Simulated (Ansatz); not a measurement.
Values for one crystal, relaxed and computed with r²SCAN (plane waves, PAW; program Ansatz); other levels are named.

```yaml
volume_per_atom: 22.64 Å³
electronic_character: metallic (no gap)
Bulk modulus (Birch–Murnaghan fit): 107 GPa
Pressure derivative B′: 5.6
Formation energy from the elements (no fitted shifts): -0.44 eV/atom
Gap with spin–orbit coupling: none (metallic)
Density of states at the Fermi level: 0.30 states/eV per atom (mean over ±0.08 eV)
```

**Question.** Which of these materials gives this?
A. VOs, CsCl type
B. TiPd, CsCl type
C. Sn2Pt, fluorite or antifluorite type
D. BaRh2, cubic Laves (MgCu2 type)

**Answer.** C, Sn2Pt, fluorite or antifluorite type

Space group Fm-3m (fluorite or antifluorite type). The workflow started from an entry of the Crystallography Open Database (COD). Whether it is the stable phase at ambient conditions was not checked. Symmetry was held in the r²SCAN relaxation; its stability against distortions is not shown here. The run is not spin-polarised. The references are the lowest solids computed at this level, not always the standard phases. Scalar-relativistic: spin–orbit coupling is off unless named, which matters more the heavier the elements.

Potentials: the later of the program's two PAW sets.
